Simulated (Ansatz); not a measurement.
Is this YAl5N6 structure stable?

The structure comes from a generated guess, relaxed at this level; another structure or a mixture of phases may lie lower.

Method: Ansatz 0.2.0, DFT PBE, scalar-relativistic, plane waves, PAW. Settings of the last relaxation (12-atom cell): 420 eV, 6×6×6 k points, Gaussian smearing of 0.02 eV, no spin polarisation.

```xyz
12
Lattice="5.6352 0.0000 0.0000 -2.8176 4.8802 0.0000 0.0000 0.0000 5.0989" Properties=species:S:1:pos:R:3 pbc="T T T"
Y     0.0000    0.0000    4.9721
Al    2.8176    1.6267    5.0813
Al    0.0000    3.2535    5.0813
Al   -0.9852    1.7064    2.5595
Al    1.8324    3.1738    2.5595
Al    1.9704    0.0000    2.5595
N     2.8176    1.6267    1.9059
N     0.0000    3.2535    1.9059
N     0.0000    0.0000    2.2560
N    -1.0854    1.8800    4.4458
N     1.7322    3.0002    4.4458
N     2.1708    0.0000    4.4458
```

Formation energies are uncorrected and refer to the elements' standard structures at the same level (N₂ as a molecule).

Problem. These tests were run: energy against the elements; random kick, then relaxation without symmetry; phonons on a 2×2×1 q mesh. What do they show?

Solution.

```
                                         test                         result
                  energy against the elements                 −1.339 eV/atom
random kick, then relaxation without symmetry                        returns
                    phonons on a 2×2×1 q mesh  no imaginary mode on the mesh
```

It fails none of these tests. Whether a mixture of other phases lies lower isn't tested here.

The kick test ran on a coarse mesh. The run for the phonons used a 6×6×6 k mesh.
